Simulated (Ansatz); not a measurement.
## SnI4O12 — field gradients at the nuclei

The cell is a measured structure from the Crystallography Open Database (COD), atoms as given.

Space group P-1 (No. 2); a = 5.0576, b = 6.2808, c = 8.3865 Å, α = 87.68°, β = 88.65°, γ = 89.03°.

| site | Wyckoff | site symmetry | x | y | z |
| --- | --- | --- | --- | --- | --- |
| Sn | 1b | -1 | 0.0000 | 0.0000 | 0.5000 |
| I2 | 2i | 1 | 0.5055 | 0.7720 | 0.2463 |
| I4 | 2i | 1 | 0.9787 | 0.7048 | 0.8461 |
| O6 | 2i | 1 | 0.7720 | 0.9500 | 0.3070 |
| O8 | 2i | 1 | 0.2930 | 0.7940 | 0.4240 |
| O10 | 2i | 1 | 0.8520 | 0.7580 | 0.6430 |
| O12 | 2i | 1 | 0.8290 | 0.4480 | 0.8720 |
| O14 | 2i | 1 | 0.6620 | 0.5250 | 0.2980 |
| O16 | 2i | 1 | 0.7370 | 0.8650 | 0.9480 |

One atom of each set is listed.

All values are calculated (Ansatz; DFT, PBE, plane waves and PAW, scalar-relativistic, 420 eV cutoff, Γ-centred 5×4×3 k-points, Fermi–Dirac smearing 0.02 eV), not measured.

Conventions: |V_zz| ≥ |V_yy| ≥ |V_xx|, η = (V_xx − V_yy)/V_zz, C_Q = eQV_zz/h. ν_Q = 3|C_Q|/[2I(2I − 1)].

127I: I = 5/2, Q = -688.2 mb; O-17: I = 5/2, Q = -25.58 mb. Nuclear quadrupole moments: year-2017 set (Pyykkö).

Q: Give the quadrupolar parameters of the distinct sites.

A: 

```json
{"site": "I2", "atoms": "2", "first shell": "3 O at 1.77–1.86 Å", "C_Q (MHz)": "928", "η": "0.49", "ν_Q (MHz)": "139"}
{"site": "I4", "atoms": "2", "first shell": "3 O at 1.79–1.85 Å", "C_Q (MHz)": "891", "η": "0.24", "ν_Q (MHz)": "134"}
{"site": "O6", "atoms": "2", "first shell": "1 I at 1.86 Å, 1 Sn at 2.05 Å, angle 140°", "C_Q (MHz)": "-8.01", "η": "0.45", "ν_Q (MHz)": "1.20"}
{"site": "O8", "atoms": "2", "first shell": "1 I at 1.83 Å, 1 Sn at 2.06 Å, angle 136°", "C_Q (MHz)": "-8.77", "η": "0.31", "ν_Q (MHz)": "1.32"}
{"site": "O10", "atoms": "2", "first shell": "1 I at 1.85 Å, 1 Sn at 2.04 Å, angle 121°", "C_Q (MHz)": "-8.34", "η": "0.56", "ν_Q (MHz)": "1.25"}
{"site": "O12", "atoms": "2", "first shell": "1 I at 1.80 Å", "C_Q (MHz)": "-8.69", "η": "0.35", "ν_Q (MHz)": "1.30"}
{"site": "O14", "atoms": "2", "first shell": "1 I at 1.77 Å", "C_Q (MHz)": "-9.28", "η": "0.24", "ν_Q (MHz)": "1.39"}
{"site": "O16", "atoms": "2", "first shell": "1 I at 1.79 Å", "C_Q (MHz)": "-7.73", "η": "0.34", "ν_Q (MHz)": "1.16"}
```

At O12, O14 and O16 V_zz points along its bond to I (within 4°) in each case. At O8 and O10 V_zz points along the shorter of its two bonds, to I (within 12°) in each case. At I4 V_zz stands upright on the plane through its three neighbours (within 6°).

Sn has no stable isotope with a ground-state quadrupole moment in the table, so these sites are left out.

The calculated pressure of 8 GPa (PBE) comes largely from the unrelaxed atoms: it is 2.1 GPa once they are relaxed in the same cell. The largest force is 1.6 eV/Å, so the atoms aren't at the calculated equilibrium and relaxing them would move these values. Without spin–orbit coupling the gradients at and beside I can be off by some per cent, at some sites by more.

Hardware: 2 threads of Intel Xeon 6975P-C (Granite Rapids) (x86_64; 8 cores open to the job, memory cap 5.0 GiB, no GPU), a shared host with a load of 0.5 a core. Wall time 30 s, CPU time 59 s, peak memory 1 GiB.
